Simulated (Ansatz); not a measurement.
Ansatz input

```yaml
crystal:
  lattice:
    - [0.0, 3.0338866982, 3.0338866982]
    - [3.0338866982, 0.0, 3.0338866982]
    - [3.0338866982, 3.0338866982, 0.0]
  atoms:
    - { symbol: As, position: [0.125, 0.125, 0.125] }
    - { symbol: As, position: [0.875, 0.875, 0.875] }
hamiltonian:
  xc: r2scan
  pseudopotentials:
    kind: paw
    azcp:
      As: "pseudopotentials/As.paw.azcp"
basis:
  ecutwfc: 500
  fft_grid_basis: typed
kpoints:
  mp_grid: { grid: [10, 10, 10], shift: [0, 0, 0] }
magnetization:
  spin_polarized: false
scf:
  occupations: { method: fermi_dirac, width: 0.1 }
  lower_state_search: "off"
output:
  stress: true
```

Terminal output

```
Engine: ansatz 0.2.0, x86_64-unknown-linux-gnu
Pseudopotentials: kind: paw
Pseudopotential: As, paw, valence charge 15, recommended cutoff 500 eV (meta_gga) 
Functional definition: r2SCAN
  parameter k0 = 0.174
  parameter k1 = 0.065
  parameter a1 = 4.9479
  exchange = r2scan_x(k0 = k0, k1 = k1, a1 = a1)
  correlation = r2scan_c
Crystal: 2 atoms, lattice volume = 55.851 Å³
Basis set: ecut = 500 eV, 1411 PW (Γ), exchange–correlation on 128×128×128 points (64 copies of the dense FFT grid, shifted against one another)
Bands: 19, of which v1, the nominal top of the filled ones, is band 15 counted from 1 (14 counted from 0)
Symmetry: 48 space group operations
Space group: Fd-3m (ITA 227), of the structure as read, at distance tolerance 3.8e-5 Å
k-points: 47 of 1000
Non-local potential: As, projectors of the file, l = 0: 2, l = 1: 2, l = 2: 3, l = 3: 1
PAW form: soft (Blöchl's): semilocal exchange-correlation on the pseudo side does not see the compensation charge
PAW frozen core: As, regenerated for the run's functional (the file was generated under x = pbe(κ = 0.804, μ = 0.2195149727645171), c = pbe(β = 0.06672455060314922))
PAW one-centre angular grid: As, 590 points (default); XC on 160 Gauss nodes
Initial density: superposition of atomic densities (neutral atoms: chi_scale 0, normalization atom), corrected by the library's trained network
Initial wavefunctions: pseudopotential atomic-orbital guess
Functional: x = r2scan, c = r2scan; τ floored in thin density (d = 2e-4 eV/Å³)
SCF iter   1: F=-9728.330597 eV  HF=-9728.335209 eV  |F-HF|=4.61e-3  |Δ(HF+E_count)|=         —  Δρ=2.00e-3  dr2=1.75e-3  dr2_τ=7.11e-4  ethr=1.77e-3  ⟨swp⟩=5.3  Hψ=4355  notcnv=0
SCF iter   2: F=-9728.330764 eV  HF=-9728.337782 eV  |F-HF|=7.02e-3  |Δ(HF+E_count)|=   2.57e-3  Δρ=1.32e-3  dr2=7.67e-4  dr2_τ=1.88e-5  ethr=5.85e-6  ⟨swp⟩=2.0  Hψ=2350  notcnv=0
SCF iter   3: F=-9728.334314 eV  HF=-9728.334310 eV  |F-HF|=4.10e-6  |Δ(HF+E_count)|=   3.47e-3  Δρ=2.39e-4  dr2=4.33e-5  dr2_τ=5.39e-7  ethr=2.56e-6  ⟨swp⟩=2.0  Hψ=1813  notcnv=0
SCF iter   4: F=-9728.334322 eV  HF=-9728.334322 eV  |F-HF|=1.66e-7  |Δ(HF+E_count)|=   1.14e-5  Δρ=4.21e-5  dr2=1.89e-6  dr2_τ=1.13e-8  ethr=1.44e-7  ⟨swp⟩=2.0  Hψ=1135  notcnv=0
iter 5 did not close the SCF: its close was put off for the readings that it lacked (scf_convergence_deferred on its scf_iter line)
SCF iter   5: F=-9728.334322 eV  HF=-9728.334322 eV  |F-HF|=1.86e-9  |Δ(HF+E_count)|=   6.34e-7  Δρ=7.93e-6  dr2=2.19e-8  dr2_τ=1.51e-9  ethr=6.29e-9  ⟨swp⟩=3.0  Hψ=1725  notcnv=0
SCF iter   6: F=-9728.334322 eV  HF=-9728.334322 eV  |F-HF|=1.58e-9  |Δ(HF+E_count)|=   2.41e-8  Δρ=1.23e-6  dr2=3.85e-10  dr2_τ=3.04e-11  ethr=7.29e-11  ⟨swp⟩=2.3  Hψ=2957  notcnv=0
SCF 1 converged in 6 iterations: F = -9728.334322 eV  dr2 = 3.85e-10
SCF converged after 6 iterations
Free energy (F): -9728.334322 eV
Harris-Foulkes:  -9728.334322 eV  (|F-HF|=1.58e-9)
Internal energy: -9728.294935 eV  (E = F + TS)
E sigma→0 (E₀):  -9728.314628 eV
Entropy (-TS):   -0.039388 eV (-19.694 meV/atom)
Fermi energy:    7.057924 eV
--- Per-component energies (eV) ---
  E_band       = -588.507457
  E_kinetic    = 202.617183
  E_local      = -4005.162575  (includes V_loc(G=0)·N_el)
  E_nonlocal   = -1341.294224
  E_hartree    = 2134.572781
  E_xc         = -146.947220
  E_vxc        = -167.437873  (∫ρ·V_xc dr)
  E_paw        = -3692.856272  (= ΣΔE_a)
  E_vpaw       = 444.361830  (= ΣTr[D̂ρ^β])
  E_aug_tail   = -0.000012  (compensation charges beyond the density's cutoff)
  E_vtau       = 9.262647  (kinetic-family band-sum trace: ∫τ·v_τ [+ j·A + Jᵃ·Aᵃ] dr)
  E_ewald      = -2876.309782
  E_core_change = -2.914816  (= ΣΔE_core)
  E_smearing   = -0.039388  (= −TS)
  E_closure    = 0.000000  (closes the sum)
  Σ components = -9728.334322   (vs F -9728.334322, Δ=0.00e0)
--- Stress (GPa, compression-positive) ---
       -0.170811       0.000000       0.000000
       -0.000000      -0.170811       0.000000
        0.000000       0.000000      -0.170811
  P = ⅓ Tr σ = -0.1708 GPa (-1.708 kbar)
```

Launched by

```sh
ansatz run input.yaml --threads 1 --pin off --max-ram 3584MiB --backend cpu --events-out ev --progress --plain --runs-dir out
```

On 1 thread of Intel(R) Xeon(R) Platinum 8259CL CPU @ 2.50GHz (Skylake/Cascade Lake) (shared host) this took about 10 s of wall time and 9.3 s of CPU time.
